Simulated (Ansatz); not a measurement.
TlNi₂S₂:
```yaml
crystal:
  lattice:
    - [-1.85928, 1.85928, 6.79680]
    - [1.85928, -1.85928, 6.79680]
    - [1.85928, 1.85928, -6.79680]
  atoms:
    - { symbol: Ni, position: [0.75000, 0.25000, 0.50000] }
    - { symbol: Ni, position: [0.25000, 0.75000, 0.50000] }
    - { symbol: S, position: [0.34604, 0.34604, 0.00000] }
    - { symbol: S, position: [0.65396, 0.65396, 0.00000] }
    - { symbol: Tl, position: [0.00000, 0.00000, 0.00000] }
```
The run is spin-polarised; directions of the spins, atom by atom: ↑ ↑ ↑ ↑ 0.

Relaxed with r²SCAN+D4. Special points in fractions of this cell's reciprocal vectors: Γ (0.000, 0.000, 0.000); X (0.000, 0.000, 0.500); P (0.250, 0.250, 0.250); N (0.000, 0.500, 0.000); M (0.500, 0.500, -0.500); S (0.269, 0.731, -0.269); S0 (-0.269, 0.269, 0.269); R (-0.037, 0.037, 0.500); G (0.500, 0.500, -0.037).

### Question
List the band energies nearest the Fermi level at these points for the program Ansatz at the r²SCAN+D4 level (PAW).

### Answer
In eV from the Fermi level; about four levels below and three above (degenerate sets whole), none deeper than 8.9 eV; points with the same levels are listed once.

| k | below | above |
|---|---|---|
| Γ ↑ | -1.82 -1.82 -0.47 -0.03 -0.03 | 2.28 4.72 4.80 |
| X ↑ | -2.51 -2.51 -2.29 -1.69 -1.59 | 1.02 1.80 2.47 |
| P ↑ | -2.43 -2.43 -1.63 -1.63 | 1.38 1.38 2.40 |
| N ↑ | -1.24 -0.48 -0.47 -0.43 | 1.45 3.77 4.97 |
| M ↑ | -2.10 -1.89 -1.89 -0.17 | 0.19 0.19 1.40 |
| S ↑ | -1.07 -0.88 -0.59 -0.37 | 1.85 3.71 5.14 |
| R ↑ | -2.43 -2.21 -1.69 -1.55 | 1.05 1.75 2.46 |
| Γ ↓ | -1.22 -1.16 -0.59 -0.59 | 0.17 0.22 1.01 1.01 |
| X ↓ | -1.45 -1.11 -1.11 -0.07 | 0.23 1.39 1.91 |
| P ↓ | -1.59 -1.59 -1.11 -1.11 | 0.11 0.11 1.61 1.61 |
| N ↓ | -1.70 -1.62 -1.46 -0.23 | 0.49 0.78 0.79 |
| M ↓ | -1.22 -1.14 -0.64 -0.64 | 0.22 0.29 1.27 1.27 |
| S ↓ | -1.57 -1.52 -1.50 -0.13 | 0.09 0.70 0.86 |
| R ↓ | -1.48 -1.12 -1.06 -0.06 | 0.24 1.41 1.86 |

Space group I4/mmm. The workflow started from an entry of the Crystallography Open Database (COD). Whether it is the stable phase at ambient conditions was not checked. Symmetry was held in the r²SCAN+D4 relaxation; its stability against distortions is not shown here. The final state is ferromagnetic, the only order run, not a proven ground state. Other orbital occupations within this spin state were not tried. No Hubbard U is applied. The compound may be a true metal, but semilocal functionals without U, or a wrong spin order, can also close a gap. Scalar-relativistic: spin–orbit coupling is off unless named, which matters more the heavier the elements.

Potentials: the later of the program's two PAW sets.
